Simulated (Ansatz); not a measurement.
This run works on a generated trial structure, not on a known crystal.

Input and command of a plane-wave DFT calculation in Ansatz:

```yaml
crystal:
  lattice:
    - [4.0926547563, 0.026201724, 0.0021660578]
    - [1.8974792614, 5.0269675404, 0.0066434396]
    - [1.996977993, -0.37461151, 5.1568396107]
  atoms:
    - { symbol: Al, position: [0.8734826704, 0.9438227207, 0.8411323288] }
    - { symbol: In, position: [0.9466867291, 0.1850463232, 0.3794956819] }
    - { symbol: In, position: [0.4975012037, 0.5610466961, 0.0060659393] }
    - { symbol: B, position: [0.4152445624, 0.2488108579, 0.7837559235] }
    - { symbol: B, position: [0.2594173346, 0.0230929461, 0.9652791507] }
    - { symbol: As, position: [0.1922063899, 0.518259466, 0.544191966] }
basis:
  ecutwfc: 420
kpoints:
  mp_grid: { grid: [8, 6, 6] }
hamiltonian:
  xc: pbe
scf:
  occupations: { method: gaussian, width: 0.1 }
output:
  forces: true
  stress: true
  eigenvalues: true
relax:
  adjacent_minimum: "off"
  f_tol: 0.01
  max_steps: 30
  cell: { stress_tol: 0.1, fix: [volume] }
```

```bash
ansatz run input.yaml --threads 1 --pin off --max-ram 2560MiB --backend cpu --events-out ev --progress --plain --runs-dir out
```

Processor: Arm Neoverse V1, 1 thread, on a host shared with other jobs.

Q: Estimate time, memory and problem size.

A: About 4.4 min, peak memory 0.64 GiB. It solves 31 bands at 148 k points (after reduction by symmetry) with about 2067 plane waves, in 30 SCF iterations over 5 ionic steps.
